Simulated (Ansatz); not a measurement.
Structure relaxation, WC

The start is a generated cell, WC built in the MnP structure type. The cell and all atomic positions are relaxed at zero pressure with r2SCAN (plane waves to 500 eV, PAW, scalar-relativistic; Ansatz, a program for electronic structure). First-step values are on the input's coarse k-mesh.

Ansatz input (later rounds restart from its end on a renewed k-mesh):
Ansatz 0.2 input:
```yaml
crystal:
  lattice:
    - [5.390274, 0, 0]
    - [0, 3.270404, 0]
    - [0, 0, 6.07064]
  atoms:
    - { symbol: W, position: [0.5056, 0.25, 0.6952] }
    - { symbol: W, position: [0.0056, 0.25, 0.8048] }
    - { symbol: W, position: [0.4944, 0.75, 0.3048] }
    - { symbol: W, position: [0.9944, 0.75, 0.1952] }
    - { symbol: C, position: [0.6879, 0.25, 0.0696] }
    - { symbol: C, position: [0.1879, 0.25, 0.4304] }
    - { symbol: C, position: [0.3121, 0.75, 0.9304] }
    - { symbol: C, position: [0.8121, 0.75, 0.5696] }
basis: { ecutwfc: 500, ecutrho_ratio: 4, xc_grid: 4, fft_grid_basis: typed }
kpoints: { mp_grid: { grid: [5, 7, 4] } }
hamiltonian:
  xc: r2scan
  dispersion: none
  pseudopotentials: { kind: paw }
scf: { occupations: { method: fermi_dirac, width: 0.05 } }
relax: { f_tol: 0.01, max_steps: 100, cell: { stress_tol: 0.02 } }
output: { forces: true, stress: true }
```

How large is the pressure on the unrelaxed cell, and of which sign?

-47 GPa (negative: the cell is under tension).

What is the largest force in the starting geometry, and on which atom (counted from 1)?

About 2.1 eV/Å, on C5, C6, C7, C8 (atoms numbered as listed).

Does the structure survive the relaxation? Give the final space group.

The space group goes from Pnma (No. 62) to P6₃/mmc (No. 194); the end is NiAs type, with 4 atoms in the primitive cell.

How much energy is released per atom?

0.84 eV/atom.

How does the volume change?

-21.6 %, from 13.38 to 10.49 Å³/atom.

Is the relaxed structure metallic? Give its gap.

Zero (metallic).

Give the final cell and atomic positions.


```cif
data_C2W2
_chemical_formula_sum 'W2 C2'
_space_group_name_H-M_alt 'P63/mmc'
_space_group_IT_number 194
_space_group_name_Hall '-P 6c 2c'
_cell_length_a 2.90876
_cell_length_b 2.90876
_cell_length_c 5.72730
_cell_angle_alpha 90.000
_cell_angle_beta 90.000
_cell_angle_gamma 120.000
loop_
_atom_site_label
_atom_site_type_symbol
_atom_site_symmetry_multiplicity
_atom_site_Wyckoff_symbol
_atom_site_fract_x
_atom_site_fract_y
_atom_site_fract_z
_atom_site_occupancy
W1 W 2 a 0.00000 0.00000 0.00000 1
C1 C 2 d 0.66667 0.33333 0.25000 1
```

Final values are on a 18×18×8 k-mesh of the relaxed cell. No spin polarisation in the result.

The run could not lose the symmetry of its start, so the end can be a saddle point.

The relaxed structure here is a generated cell of WC: the first start was made by placing the elements on the sites of a structure type, and the end was not matched to a known phase here, so it may be hypothetical. Known forms of WC include space group No. 187.
